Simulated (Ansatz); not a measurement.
Input for Ansatz (plane-wave DFT, PAW):

```yaml
crystal:
  lattice:
    - [6.1880192932, 0.0, 0.0]
    - [0.0, 3.9693720628, 0.0]
    - [0.0, 0.0, 6.3606817816]
  atoms:
    - { symbol: Sn, position: [0.8110615172, 0.75, 0.5958446183] }
    - { symbol: Sn, position: [0.1889384828, 0.25, 0.4041553817] }
    - { symbol: Sn, position: [0.6889384828, 0.25, 0.0958446183] }
    - { symbol: Sn, position: [0.3110615172, 0.75, 0.9041553817] }
    - { symbol: Pd, position: [0.9882643991, 0.75, 0.1859434261] }
    - { symbol: Pd, position: [0.0117356009, 0.25, 0.8140565739] }
    - { symbol: Pd, position: [0.5117356009, 0.25, 0.6859434261] }
    - { symbol: Pd, position: [0.4882643991, 0.75, 0.3140565739] }
basis:
  ecutwfc: 420
kpoints:
  mp_grid: { grid: [6, 10, 6] }
hamiltonian:
  xc: pbesol
scf:
  occupations: { method: gaussian, width: 0.1 }
output:
  forces: true
  stress: true
  eigenvalues: true
relax:
  adjacent_minimum: "off"
  f_tol: 0.01
  max_steps: 30
  cell: { stress_tol: 0.1, fix: [volume] }
```

Launched with
```bash
ansatz run input.yaml --threads 2 --pin off --max-ram 5120MiB --backend cpu --events-out ev --progress --plain --runs-dir out
```

Computed with Ansatz, DFT PBEsol, scalar-relativistic, plane waves, PAW.

From the run's log, abridged (iterations and final results):

```
SCF iter   1: F=—  HF=-51430.216826 eV  |F-HF|=—  |Δ(HF+E_count)|=         —  Δρ=8.89e-3  dr2=1.42e-1  ethr=1.77e-3  ⟨swp⟩=6.1  Hψ=29303  notcnv=0  defer=162
SCF iter   2: F=—  HF=-51430.191941 eV  |F-HF|=—  |Δ(HF+E_count)|=   2.49e-2  Δρ=3.45e-3  dr2=2.46e-2  ethr=1.11e-4  ⟨swp⟩=1.5  Hψ=9530  notcnv=0  defer=178
SCF iter   3: F=—  HF=-51430.187280 eV  |F-HF|=—  |Δ(HF+E_count)|=   4.66e-3  Δρ=7.44e-4  dr2=1.20e-3  ethr=1.92e-5  ⟨swp⟩=2.0  Hψ=8613  notcnv=0  defer=178
SCF iter   4: F=—  HF=-51430.187054 eV  |F-HF|=—  |Δ(HF+E_count)|=   2.26e-4  Δρ=1.31e-4  dr2=4.49e-5  ethr=9.39e-7  ⟨swp⟩=2.0  Hψ=9479  notcnv=0  defer=178
SCF iter   5: F=—  HF=-51430.187044 eV  |F-HF|=—  |Δ(HF+E_count)|=   1.02e-5  Δρ=5.02e-5  dr2=6.49e-6  ethr=3.51e-8  ⟨swp⟩=2.5  Hψ=10659  notcnv=0  defer=178
SCF iter   6: F=—  HF=-51430.187042 eV  |F-HF|=—  |Δ(HF+E_count)|=   1.56e-6  Δρ=1.72e-5  dr2=6.01e-7  ethr=5.07e-9  ⟨swp⟩=2.0  Hψ=11296  notcnv=0  defer=178
SCF iter   7: F=-51430.187042 eV  HF=-51430.187042 eV  |F-HF|=6.29e-9  |Δ(HF+E_count)|=   1.84e-8  Δρ=4.42e-6  dr2=3.48e-8  ethr=7.81e-11  ⟨swp⟩=10.9  Hψ=33007  notcnv=0
SCF 1 converged in 7 iterations: F = -51430.187042 eV  dr2 = 3.48e-8
relax step   1: F+E_penalty+E_count = -51430.18704221 eV  Δ(F+E_penalty+E_count) = +0.000e0 eV  max|allowed force component| = 5.319e-2 eV/Å  Δτ_max = 0.0000 Å  P = -3.454 GPa  Ω = 156.235 Å³  fix = [volume]  reactions: volume -3.454 GPa (7 SCF iters, dr2 threshold 1.00e-7 eV, accepted)
Basis set: ecut = 420 eV, 3065 PW (Γ), exchange–correlation on 90×54×90 points (8 copies of the dense FFT grid, shifted against one another)
Initial density: handed on by an earlier stage of this run
Initial wavefunctions: those handed on with the density
SCF iter   1: F=—  HF=-51430.200558 eV  |F-HF|=—  |Δ(HF+E_count)|=         —  Δρ=5.18e-3  dr2=3.68e-2  ethr=2.71e-5  ⟨swp⟩=2.0  Hψ=29210  notcnv=0
SCF iter   2: F=—  HF=-51430.192071 eV  |F-HF|=—  |Δ(HF+E_count)|=   8.49e-3  Δρ=2.95e-3  dr2=1.25e-2  ethr=2.71e-5  ⟨swp⟩=1.0  Hψ=7393  notcnv=0
SCF iter   3: F=—  HF=-51430.188353 eV  |F-HF|=—  |Δ(HF+E_count)|=   3.72e-3  Δρ=4.02e-4  dr2=1.19e-4  ethr=9.77e-6  ⟨swp⟩=2.0  Hψ=9874  notcnv=0
SCF iter   4: F=—  HF=-51430.188367 eV  |F-HF|=—  |Δ(HF+E_count)|=   1.42e-5  Δρ=1.08e-4  dr2=2.25e-5  ethr=9.28e-8  ⟨swp⟩=2.3  Hψ=12715  notcnv=0
SCF iter   5: F=—  HF=-51430.188362 eV  |F-HF|=—  |Δ(HF+E_count)|=   5.53e-6  Δρ=3.87e-5  dr2=3.10e-6  ethr=1.76e-8  ⟨swp⟩=2.9  Hψ=13749  notcnv=0
SCF iter   6: F=—  HF=-51430.188361 eV  |F-HF|=—  |Δ(HF+E_count)|=   4.77e-7  Δρ=1.37e-5  dr2=2.95e-7  ethr=2.42e-9  ⟨swp⟩=2.0  Hψ=9902  notcnv=0
SCF iter   7: F=-51430.188361 eV  HF=-51430.188361 eV  |F-HF|=7.96e-9  |Δ(HF+E_count)|=   5.34e-8  Δρ=2.99e-6  dr2=2.11e-8  ethr=1.38e-10  ⟨swp⟩=6.5  Hψ=27388  notcnv=0
SCF 2 converged in 7 iterations: F = -51430.188361 eV  dr2 = 2.11e-8
relax step   2: F+E_penalty+E_count = -51430.18836105 eV  Δ(F+E_penalty+E_count) = -1.319e-3 eV  max|allowed force component| = 4.865e-2 eV/Å  Δτ_max = 0.0315 Å  P = -2.992 GPa  Ω = 156.235 Å³  energy of the carried Pulay correction = +4.546e-17 eV  fix = [volume]  reactions: volume -2.992 GPa (7 SCF iters, dr2 threshold 1.77e-7 eV, accepted)
Basis set: ecut = 420 eV, 3061 PW (Γ), exchange–correlation on 90×54×90 points (8 copies of the dense FFT grid, shifted against one another)
SCF iter   1: F=—  HF=-51430.193130 eV  |F-HF|=—  |Δ(HF+E_count)|=         —  Δρ=1.84e-3  dr2=4.59e-3  ethr=3.73e-6  ⟨swp⟩=2.0  Hψ=31314  notcnv=0
SCF iter   2: F=—  HF=-51430.192053 eV  |F-HF|=—  |Δ(HF+E_count)|=   1.08e-3  Δρ=1.03e-3  dr2=1.46e-3  ethr=3.59e-6  ⟨swp⟩=1.1  Hψ=7398  notcnv=0
SCF iter   3: F=—  HF=-51430.191573 eV  |F-HF|=—  |Δ(HF+E_count)|=   4.79e-4  Δρ=1.15e-4  dr2=1.37e-5  ethr=1.14e-6  ⟨swp⟩=2.0  Hψ=9758  notcnv=0
SCF iter   4: F=—  HF=-51430.191570 eV  |F-HF|=—  |Δ(HF+E_count)|=   2.96e-6  Δρ=2.88e-5  dr2=1.73e-6  ethr=1.07e-8  ⟨swp⟩=2.1  Hψ=12255  notcnv=0
SCF iter   5: F=—  HF=-51430.191570 eV  |F-HF|=—  |Δ(HF+E_count)|=   4.76e-7  Δρ=1.20e-5  dr2=3.52e-7  ethr=1.35e-9  ⟨swp⟩=2.0  Hψ=10809  notcnv=0
SCF iter   6: F=-51430.191570 eV  HF=-51430.191570 eV  |F-HF|=9.14e-9  |Δ(HF+E_count)|=   4.67e-8  Δρ=3.28e-6  dr2=2.09e-8  ethr=1.53e-10  ⟨swp⟩=6.9  Hψ=27288  notcnv=0
SCF 3 converged in 6 iterations: F = -51430.191570 eV  dr2 = 2.09e-8
relax step   3: F+E_penalty+E_count = -51430.19156985 eV  Δ(F+E_penalty+E_count) = -3.209e-3 eV  max|allowed force component| = 1.107e-2 eV/Å  Δτ_max = 0.0139 Å  P = -3.149 GPa  Ω = 156.235 Å³  energy of the carried Pulay correction = -1.137e-17 eV  fix = [volume]  reactions: volume -3.149 GPa (6 SCF iters, dr2 threshold 1.96e-7 eV, accepted)
SCF iter   1: F=—  HF=-51430.191707 eV  |F-HF|=—  |Δ(HF+E_count)|=         —  Δρ=1.36e-4  dr2=1.46e-5  ethr=3.33e-8  ⟨swp⟩=3.0  Hψ=31943  notcnv=0
SCF iter   2: F=—  HF=-51430.191706 eV  |F-HF|=—  |Δ(HF+E_count)|=   1.57e-6  Δρ=7.60e-5  dr2=4.66e-6  ethr=1.14e-8  ⟨swp⟩=1.0  Hψ=7392  notcnv=0
SCF iter   3: F=—  HF=-51430.191704 eV  |F-HF|=—  |Δ(HF+E_count)|=   1.47e-6  Δρ=1.07e-5  dr2=1.75e-7  ethr=3.64e-9  ⟨swp⟩=2.8  Hψ=13479  notcnv=0
SCF iter   4: F=—  HF=-51430.191704 eV  |F-HF|=—  |Δ(HF+E_count)|=   2.55e-8  Δρ=3.54e-6  dr2=2.33e-8  ethr=1.37e-10  ⟨swp⟩=2.1  Hψ=11978  notcnv=0
SCF iter   5: F=-51430.191704 eV  HF=-51430.191704 eV  |F-HF|=2.98e-10  |Δ(HF+E_count)|=   3.87e-9  Δρ=8.23e-7  dr2=1.26e-9  ethr=1.82e-11  ⟨swp⟩=2.0  Hψ=11928  notcnv=0
SCF iter   6: F=-51430.191704 eV  HF=-51430.191704 eV  |F-HF|=2.91e-11  |Δ(HF+E_count)|=  1.16e-10  Δρ=2.57e-7  dr2=9.14e-11  ethr=1.00e-12  ⟨swp⟩=2.2  Hψ=20928  notcnv=0
SCF 4 converged in 6 iterations: F = -51430.191704 eV  dr2 = 9.14e-11
relax step   4: F+E_penalty+E_count = -51430.19170413 eV  Δ(F+E_penalty+E_count) = -1.343e-4 eV  max|allowed force component| = 5.109e-3 eV/Å  Δτ_max = 0.0014 Å  P = -3.143 GPa  Ω = 156.235 Å³  energy of the carried Pulay correction = -1.137e-17 eV  fix = [volume]  reactions: volume -3.143 GPa (6 SCF iters, dr2 threshold 7.66e-9 eV, accepted)
Initial wavefunctions: pseudopotential atomic-orbital guess (no wavefunctions were taken with the density)
SCF iter   1: F=—  HF=-51430.191673 eV  |F-HF|=—  |Δ(HF+E_count)|=         —  Δρ=9.02e-5  dr2=2.83e-7  ethr=1.98e-8  ⟨swp⟩=3.8  Hψ=51289  notcnv=0
SCF iter   2: F=—  HF=-51430.191686 eV  |F-HF|=—  |Δ(HF+E_count)|=   1.31e-5  Δρ=4.58e-5  dr2=7.28e-8  ethr=2.21e-10  ⟨swp⟩=1.4  Hψ=7609  notcnv=0
SCF iter   3: F=-51430.191690 eV  HF=-51430.191690 eV  |F-HF|=1.46e-11  |Δ(HF+E_count)|=   3.51e-6  Δρ=3.72e-7  dr2=6.52e-11  ethr=5.69e-11  ⟨swp⟩=1.0  Hψ=7392  notcnv=0
SCF iter   4: F=-51430.191690 eV  HF=-51430.191690 eV  |F-HF|=1.46e-11  |Δ(HF+E_count)|=  5.09e-11  Δρ=1.00e-7  dr2=8.21e-12  ethr=1.00e-12  ⟨swp⟩=1.7  Hψ=7763  notcnv=0
SCF iter   5: F=-51430.191690 eV  HF=-51430.191690 eV  |F-HF|=7.28e-12  |Δ(HF+E_count)|=  1.46e-11  Δρ=4.14e-8  dr2=1.72e-12  ethr=1.00e-12  ⟨swp⟩=1.0  Hψ=7392  notcnv=0
SCF iter   6: F=-51430.191690 eV  HF=-51430.191690 eV  |F-HF|=0.00e0  |Δ(HF+E_count)|=  7.28e-12  Δρ=9.87e-9  dr2=1.93e-13  ethr=1.00e-12  ⟨swp⟩=1.0  Hψ=7392  notcnv=0
SCF iter   7: F=-51430.191690 eV  HF=-51430.191690 eV  |F-HF|=1.46e-11  |Δ(HF+E_count)|=  1.46e-11  Δρ=2.60e-9  dr2=1.44e-14  ethr=1.00e-12  ⟨swp⟩=2.1  Hψ=17793  notcnv=0
SCF 5 converged in 7 iterations: F = -51430.191690 eV  dr2 = 1.44e-14
SCF converged after 7 iterations
Free energy (F): -51430.191690 eV
Harris-Foulkes:  -51430.191690 eV  (|F-HF|=1.46e-11)
Internal energy: -51430.180899 eV  (E = F + TS)
E sigma→0 (E₀):  -51430.186294 eV
Entropy (-TS):   -0.010791 eV (-1.349 meV/atom)
Fermi energy:    15.260278 eV
--- Per-component energies (eV) ---
  E_band       = -1013.967882
  E_kinetic    = 2810.443711
  E_local      = -11714.111635  (includes V_loc(G=0)·N_el)
  E_nonlocal   = 756.939539
  E_hartree    = 5560.860397
  E_xc         = -2188.701429
  E_vxc        = -1234.584932  (∫ρ·V_xc dr)
  E_paw        = -31010.506805  (= ΣΔE_a)
  E_vpaw       = -2754.376125  (= ΣTr[D̂ρ^β])
  E_aug_tail   = 0.000762  (compensation charges beyond the density's cutoff)
  E_ewald      = -15647.454893
  E_core_change = 2.349455  (= ΣΔE_core)
  E_smearing   = -0.010791  (= −TS)
--- Forces (eV/Å), atoms counted from 1 ---
  atom   1  Sn    -0.00508461     0.00000000    -0.00322268
  atom   2  Sn     0.00508461     0.00000000     0.00322268
  atom   3  Sn     0.00508461     0.00000000    -0.00322268
  atom   4  Sn    -0.00508461     0.00000000     0.00322268
  atom   5  Pd     0.00025555     0.00000000    -0.00457533
  atom   6  Pd    -0.00025555     0.00000000     0.00457533
  atom   7  Pd    -0.00025555     0.00000000    -0.00457533
  atom   8  Pd     0.00025555     0.00000000     0.00457533
--- Stress (GPa, compression-positive) ---
       -3.159357       0.000000       0.000000
        0.000000      -3.158145       0.000000
        0.000000       0.000000      -3.109541
  P = ⅓ Tr σ = -3.1423 GPa (-31.423 kbar)
--- Band table (eV; the first three rows and the last of 96) ---
  k-point 0: bands = ["-69.5216", "-69.5192", "-69.5186", "-69.5163", "-35.3182", "-35.3163", "-35.3028", "-35.3006", "-35.2993", "-35.2844", "-35.2835", "-35.2820", "-35.2807", "-35.2601", "-35.2584", "-35.2519", "-6.1994", "-6.1825", "-6.1749", "-6.1714", "-6.1655", "-6.1392", "-6.1341", "-6.1253", "-6.1163", "-6.1143", "-6.1109", "-6.1102", "-6.1081", "-6.0962", "-6.0948", "-6.0825", "-6.0740", "-6.0711", "-6.0693", "-6.0648", "4.4636", "7.2342", "7.4406", "8.0739", "9.7821", "9.8065", "10.6544", "10.8185", "10.8322", "11.1124", "11.3043", "11.5187", "11.5350", "11.5697", "11.7814", "11.9851", "12.0407", "12.2995", "12.5873", "12.5969", "12.6168", "12.6706", "12.7194", "12.8239", "13.7441 ...
  k-point 1: bands = ["-69.5215", "-69.5197", "-69.5182", "-69.5164", "-35.3180", "-35.3165", "-35.3026", "-35.2999", "-35.2995", "-35.2872", "-35.2842", "-35.2809", "-35.2781", "-35.2622", "-35.2568", "-35.2521", "-6.1979", "-6.1832", "-6.1742", "-6.1708", "-6.1637", "-6.1361", "-6.1358", "-6.1270", "-6.1174", "-6.1130", "-6.1118", "-6.1096", "-6.1059", "-6.0992", "-6.0924", "-6.0854", "-6.0783", "-6.0699", "-6.0688", "-6.0646", "4.5690", "6.7176", "7.7590", "8.0747", "9.4660", "10.4092", "10.6464", "10.8505", "10.8698", "11.1320", "11.2394", "11.4256", "11.5711", "11.5986", "11.7282", "11.8601", "12.0859", "12.3329", "12.4790", "12.5180", "12.5495", "12.5746", "12.6056", "13.0461", "13.662 ...
  k-point 2: bands = ["-69.5212", "-69.5203", "-69.5176", "-69.5166", "-35.3177", "-35.3168", "-35.3020", "-35.3003", "-35.2980", "-35.2913", "-35.2834", "-35.2816", "-35.2737", "-35.2655", "-35.2551", "-35.2527", "-6.1940", "-6.1855", "-6.1726", "-6.1704", "-6.1579", "-6.1406", "-6.1295", "-6.1279", "-6.1214", "-6.1120", "-6.1090", "-6.1076", "-6.1070", "-6.1024", "-6.0928", "-6.0856", "-6.0853", "-6.0716", "-6.0674", "-6.0648", "4.8802", "6.0219", "7.9721", "8.0731", "9.5618", "10.5110", "10.8570", "10.9300", "10.9558", "10.9711", "11.2290", "11.2520", "11.6226", "11.6311", "11.6412", "11.8815", "12.0696", "12.3008", "12.3585", "12.3892", "12.4587", "12.5016", "12.5380", "13.2373", "13.541 ...
  k-point 95: bands = ["-69.5189", "-69.5189", "-69.5189", "-69.5189", "-35.3082", "-35.3082", "-35.3082", "-35.3082", "-35.2909", "-35.2909", "-35.2909", "-35.2909", "-35.2625", "-35.2625", "-35.2625", "-35.2625", "-6.1799", "-6.1799", "-6.1799", "-6.1799", "-6.1410", "-6.1410", "-6.1410", "-6.1410", "-6.1089", "-6.1089", "-6.1089", "-6.1089", "-6.0863", "-6.0863", "-6.0863", "-6.0863", "-6.0641", "-6.0641", "-6.0641", "-6.0641", "7.3803", "7.3803", "7.3803", "7.3803", "10.0089", "10.0089", "10.0089", "10.0089", "11.2952", "11.2952", "11.2952", "11.2952", "11.7598", "11.7598", "11.7598", "11.7598", "12.3526", "12.3526", "12.3526", "12.3526", "12.5737", "12.5737", "12.5737", "12.5737", "13.0 ...
--- Relaxed structure (4 steps of the walk, 4 accepted, 1 SCFs on fresh bases) ---
  F+E_penalty+E_count = -51430.19168976 eV   max|allowed force component| = 5.085e-3 eV/Å   (the final SCF, on the basis selected at the relaxed cell)
  cell:  # Å, volume = 156.2346 Å³
    - [6.16241914, 0.0, 0.0]
    - [0.0, 3.96237241, 0.0]
    - [0.0, 0.0, 6.39838856]
  atoms:
    - { symbol: Sn, position: [0.80848646, 0.74999999, 0.59469092] }
    - { symbol: Sn, position: [0.19151353, 0.24999999, 0.40530907] }
    - { symbol: Sn, position: [0.69151353, 0.24999999, 0.09469092] }
    - { symbol: Sn, position: [0.30848646, 0.74999999, 0.90530907] }
    - { symbol: Pd, position: [0.98995953, 0.74999999, 0.18876952] }
    - { symbol: Pd, position: [0.01004046, 0.24999999, 0.81123047] }
    - { symbol: Pd, position: [0.51004046, 0.24999999, 0.68876952] }
    - { symbol: Pd, position: [0.48995953, 0.74999999, 0.31123047] }
```

The relaxation met its thresholds.

Time: 2.9 min on 2 threads of Arm Neoverse V2, with other jobs on the host, peak memory 1 GiB.